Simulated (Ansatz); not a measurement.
VSi₂ (CrSi2 type, space group P6_222)

```xyz
9
Lattice="4.5661 0.0000 0.0000 -2.2830 3.9543 0.0000 0.0000 0.0000 6.3662" Properties=species:S:1:pos:R:3 pbc="T T T"
V      2.2830     0.0000     0.0000
V      1.1415     1.9772     2.1221
V     -1.1415     1.9772     4.2441
Si     0.0000     1.2879     0.0000
Si     3.4508     0.6439     2.1221
Si     1.1677     3.3104     4.2441
Si     2.2830     2.6665     0.0000
Si    -1.1677     3.3104     2.1221
Si     1.1153     0.6439     4.2441
```

Equation-of-state scan: isotropic scaling of the cell above, V₀ being its volume. The atoms relax within the cell's symmetry.

All values below come from PBE (plane waves to 420 eV, PAW, scalar-relativistic; Ansatz, a quantum-chemistry and plane-wave program). k mesh 12×12×8 (Γ-centred), Fermi-Dirac smearing 0.05 eV. Energies are smeared free energies. Stress and pressure are positive under compression. With the shape held, the modulus is that of even scaling; a crystal free to change shape is softer. VSi2 is run without spin polarisation. VSi2 was relaxed with its symmetry unable to fall. ΔE is measured from the relaxed starting cell. The last digit holds for this mesh only.

```
V (Å³/atom)  ΔE (meV/atom)
-----------  -------------
12.006                28.0
12.133                19.1
12.261            withheld
12.389                 6.6
12.516                 2.9
12.644                 0.7
12.772                 0.0
12.900                 0.7
13.027                 2.7
13.155                 6.0
13.283                10.4
13.410                16.0
13.538                22.6
```

Q: Fit a third-order Birch-Murnaghan form (E₀, V₀, B₀, B₀′ free) to the given rows and predict ΔE at V = 12.261.

A: Least squares on the 12 given rows: ΔE = E₀ + (9V₀B₀/16)·y²·[2 + (B₀′ − 4)y], y = (V₀/V)^(2/3) − 1, with V₀ = 12.771 Å³/atom, B₀ = 174.9 GPa (160.2 GPa = 1 eV/Å³; the term in eV is multiplied by 1000), B₀′ = 4.47, E₀ = 0.00 meV/atom; root-mean-square residual 0.02 meV/atom. At 12.261 the fit gives 12.0 meV/atom; the calculation gives 12.0 meV/atom, the same to the digits shown. For the pressure the fit gives 7.8 GPa against the computed 7.8 GPa.

(Under strain, the slope of the energy per volume gives the stress and its curvature an elastic modulus.)
